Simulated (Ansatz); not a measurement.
**Structure relaxation, SiC**

The start is a generated cell, SiC built in the 4H structure type. A full variable-cell relaxation at zero pressure is run with PBEsol (plane waves to 420 eV, PAW, scalar-relativistic; Ansatz, a program for electronic structure). The first steps use a coarse 9×9×3 k-mesh.

Initial structure:
```
CELL_PARAMETERS angstrom
      3.08051     0.00000     0.00000
     -1.54025     2.66780     0.00000
      0.00000     0.00000    10.08480
ATOMIC_POSITIONS crystal
  Si 0.00000 0.00000 0.00000
  Si 0.00000 0.00000 0.50000
  Si 0.66667 0.33333 0.75018
  Si 0.33333 0.66667 0.25018
  C  0.00000 0.00000 0.81216
  C  0.00000 0.00000 0.31216
  C  0.66667 0.33333 0.56329
  C  0.33333 0.66667 0.06329
```

Problem. How much energy is released per atom?

Solution. 0.001 eV/atom.

Problem. Give the final cell and atomic positions.

Solution. 
```cif
data_C4Si4
_chemical_formula_sum 'Si4 C4'
_space_group_name_H-M_alt 'P63mc'
_space_group_IT_number 186
_space_group_name_Hall 'P 6c -2c'
_cell_length_a 3.07808
_cell_length_b 3.07808
_cell_length_c 10.07605
_cell_angle_alpha 90.000
_cell_angle_beta 90.000
_cell_angle_gamma 120.000
loop_
_atom_site_label
_atom_site_type_symbol
_atom_site_symmetry_multiplicity
_atom_site_Wyckoff_symbol
_atom_site_fract_x
_atom_site_fract_y
_atom_site_fract_z
_atom_site_occupancy
Si1 Si 2 a 0.00000 0.00000 0.00032 1
Si2 Si 2 b 0.33333 0.66667 0.25025 1
C1 C 2 a 0.00000 0.00000 0.31286 1
C2 C 2 b 0.33333 0.66667 0.06221 1
```

The space group stays P6₃mc (No. 186) (the run could not lower it); the end is AFLOW prototype AB_hP8_186_ab_ab (B5, as in SiC), with 8 atoms in the primitive cell. Final values are on a 12×12×4 k-mesh of the relaxed cell. No spin polarisation in the result.

The run could not lose the symmetry of its start.

The first start was generated by placing the elements on the sites of a structure type. A measured structure of SiC has the same space group, P6₃mc (No. 186); the sites were not compared with it.
